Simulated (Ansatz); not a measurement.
The start is a generated trial cell of InAs in the zincblende structure type. Cell shape, volume and atoms are optimised at zero target pressure with PBE (plane waves to 420 eV, PAW, scalar-relativistic; Ansatz, a program for electronic structure). The first steps use a coarse 7×7×7 k-mesh.

The start:
```yaml
crystal:
  lattice:
    - [0.00000, 3.03729, 3.03729]
    - [3.03729, 0.00000, 3.03729]
    - [3.03729, 3.03729, 0.00000]
  atoms:
    - { symbol: As, position: [0.75000, 0.75000, 0.75000] }
    - { symbol: In, position: [0.00000, 0.00000, 0.00000] }
```

Task: How much energy is released per atom?

Result: 0.01 eV/atom.

Task: How does the volume per atom move from start to end?

Result: +5.6 %, from 28.02 to 29.59 Å³/atom.

Task: How do the shortest distances between atoms change?

Result: The closest pairs of elements (up to four, under 3.6 Å), start → end: As–In 2.63 → 2.68 Å.

Task: What band gap does the relaxed structure have at this level?

Result: Zero, with touching bands (no spin-orbit coupling).

Task: Give the final cell and atomic positions.

Result: 
```cif
data_As4In4
_chemical_formula_sum 'As4 In4'
_space_group_name_H-M_alt 'F-43m'
_space_group_IT_number 216
_space_group_name_Hall 'F -4 2 3'
_cell_length_a 6.18632
_cell_length_b 6.18632
_cell_length_c 6.18632
_cell_angle_alpha 90.000
_cell_angle_beta 90.000
_cell_angle_gamma 90.000
loop_
_atom_site_label
_atom_site_type_symbol
_atom_site_symmetry_multiplicity
_atom_site_Wyckoff_symbol
_atom_site_fract_x
_atom_site_fract_y
_atom_site_fract_z
_atom_site_occupancy
As1 As 4 c 0.25000 0.25000 0.25000 1
In1 In 4 a 0.00000 0.00000 0.00000 1
```
(The calculation used a cell of 2 atoms; values per cell refer to that cell.)

The space group stays F-43m (No. 216) (the run could not lower it); the end is zinc blende type, with 2 atoms in the primitive cell. Final values are on a 9×9×9 k-mesh of the relaxed cell. No spin polarisation in the result.

The run could not lose the symmetry of its start; a randomly shaken copy of 2 atoms returns to this structure.

All atoms sit on sites fixed by symmetry, so only the cell could relax.
